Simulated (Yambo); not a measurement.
```
RbCdF3
1.0
    4.42498     0.00000     0.00000
    0.00000     4.42498     0.00000
    0.00000     0.00000     4.42498
F Rb Cd
3 1 1
Direct
  0.00000   0.50000   0.50000
  0.50000   0.00000   0.50000
  0.50000   0.50000   0.00000
  0.00000   0.00000   0.00000
  0.50000   0.50000   0.50000
```

Response from Yambo on PBEsol (pw.x of Quantum ESPRESSO, ONCV potentials, no spin-orbit coupling) bands: 8×8×8 mesh, 75 bands, 3 Ry local-field block, 0.2 eV broadening.

**Question.** Give the static electronic dielectric constant without and with local fields.

**Answer.** 
| field along | ε(0), independent particles | ε(0), RPA with local fields | refractive index √ε |
|---|---|---|---|
| x | 2.53 | 2.39 | 1.54 |
Electronic (clamped-ion) response only. PBEsol gaps are usually too small, which raises these values. Convergence of the RPA response with its 8×8×8 mesh was not tested.

Geometry of the Materials Project entry, not relaxed at this level.

The structure is a Materials Project entry; no match was found in the copy of COD used, and its stability was not checked.
